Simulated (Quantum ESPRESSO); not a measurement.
**Band energies of Cu**

```xyz
1
Lattice="0.0000 1.7887 1.7887 1.7887 0.0000 1.7887 1.7887 1.7887 0.0000" Properties=species:S:1:pos:R:3 pbc="T T T"
Cu     0.0000     0.0000     0.0000
```

LDA (pw.x of Quantum ESPRESSO, ONCV potentials, no spin-orbit coupling); path ΓXWKΓLUWLK,UX; energies in eV from the Fermi level.

```
k (1/Å)  point  band 6  band 7  band 8  band 9  band 10  band 11  band 12  band 13
-------  -----  ------  ------  ------  ------  -------  -------  -------  -------
0.00         Γ   -3.12   -3.12   -3.12   -2.21    -2.21    22.97    25.60    25.60
0.41             -3.32   -2.95   -2.95   -2.40    -2.14    21.36    21.84    21.84
0.83             -3.82   -2.72   -2.48   -2.48    -1.95    17.75    17.75    19.45
1.34             -4.43   -1.74   -1.74   -1.70    -1.15    11.24    14.16    14.16
1.76         X   -4.61   -1.62   -1.46   -1.46     1.36     7.30    13.16    13.16
2.31             -4.25   -2.81   -2.01   -1.46     3.78     7.75     9.12    10.33
2.63         W   -3.67   -3.67   -2.26   -1.46     6.26     6.26     8.51     8.86
2.76             -3.86   -3.47   -2.24   -1.47     5.60     6.51     8.39     9.59
3.26         K   -4.24   -2.86   -2.07   -1.67     4.35     5.80     7.98    15.30
3.36             -4.14   -3.08   -2.19   -1.75     4.50     5.14     8.26    16.02
3.77             -3.62   -3.58   -2.53   -2.12     0.39     8.83    10.29    19.68
4.29             -3.58   -3.00   -2.66   -2.53    -1.71    14.46    15.15    25.10
4.70             -3.28   -2.99   -2.98   -2.33    -2.17    19.67    20.57    24.92
5.12         Γ   -3.12   -3.12   -3.12   -2.21    -2.21    22.97    25.60    25.60
5.22             -3.13   -3.11   -3.11   -2.22    -2.22    22.78    24.85    25.45
5.63             -3.31   -2.97   -2.97   -2.24    -2.24    16.91    23.42    23.90
6.13             -3.16   -3.02   -3.02   -1.90    -1.90     8.75    22.18    22.64
6.54             -3.14   -3.14   -1.62   -1.62    -1.37     4.16    21.48    22.33
6.64         L   -3.15   -3.15   -1.61   -1.61    -1.16     3.85    21.45    22.32
7.03             -3.40   -2.93   -2.76   -1.64     0.65     4.01    16.68    19.69
7.42             -3.99   -3.19   -2.40   -1.70     3.23     4.65    10.64    16.79
7.71         U   -4.24   -2.86   -2.07   -1.67     4.35     5.80     7.98    15.30
7.92             -4.18   -3.00   -2.12   -1.61     4.57     5.97     8.05    13.39
8.34         W   -3.67   -3.67   -2.26   -1.46     6.26     6.26     8.51     8.86
8.81             -3.96   -3.39   -2.44   -1.67     3.13     4.66    12.69    12.89
9.20             -3.39   -2.93   -2.74   -1.64     0.60     4.00    17.53    18.08
9.58         L   -3.15   -3.15   -1.61   -1.61    -1.16     3.85    21.45    22.32
9.67             -3.16   -3.13   -1.82   -1.61    -0.92     3.86    21.14    21.99
10.03            -3.47   -2.89   -2.86   -1.65     1.00     4.07    15.74    19.22
10.47            -4.11   -3.09   -2.25   -1.71     4.01     4.93     9.21    16.13
10.65        K   -4.24   -2.86   -2.07   -1.67     4.35     5.80     7.98    15.30
10.65        U   -4.24   -2.86   -2.07   -1.67     4.35     5.80     7.98    15.30
10.76            -4.33   -2.60   -1.96   -1.61     3.61     7.13     7.81    14.67
11.27        X   -4.61   -1.62   -1.46   -1.46     1.36     7.30    13.16    13.16
```

A metal at this level: along this path band 10 crosses the Fermi level.

Geometry of the Materials Project entry, not relaxed at this level.
